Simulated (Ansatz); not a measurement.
GaCuGeSe$_{4}$ in space group I-4 (No. 82; Ga on 2b, Cu on 2d, Ge on 2c, Se on 8g), LDA in the plane-wave PAW code Ansatz. The conduction-band minimum lies at Γ, with 1 equivalent valley. Second derivatives d²E/dk² of the lowest band at one valley (eV·Å²), along Cartesian directions:

```csv
direction,d²E/dk²
[100],88.90
[010],88.90
[001],52.36
[110],88.79
[101],70.59
[011],70.59
```

Task: Find the principal effective masses, the density-of-states mass and the conductivity mass.

Result: Off-diagonal terms follow from H_xy = H[110] − (H_xx + H_yy)/2, and m*/mₑ = 7.620 eV·Å² over each eigenvalue: 0.086, 0.086, 0.15. One valley's DOS mass (m₁m₂m₃)^(1/3) = 0.10, conductivity mass 3/(Σ 1/mᵢ) = 0.099 mₑ.

Task: What effective density of states Nc follows at 300 K for parabolic valleys?

Result: Nc = 2.509e19 × 1 × (0.10)^(3/2) ≈ 7.9e17 cm⁻³.

The first step of the workflow began from a Materials Project structure, measured or hypothetical; the Crystallography Open Database copy checked does not list it. Its standing as an ambient phase is unchecked. The cell was relaxed with LDA under the symmetry of its start; of distortions, only those at the zone centre were tested. The run is not spin-polarised. Spin–orbit coupling is left out wherever it is not named.

Potentials: the later of the program's two PAW sets.

Edges and masses are those of Kohn–Sham bands, whose gap is no quasiparticle gap.
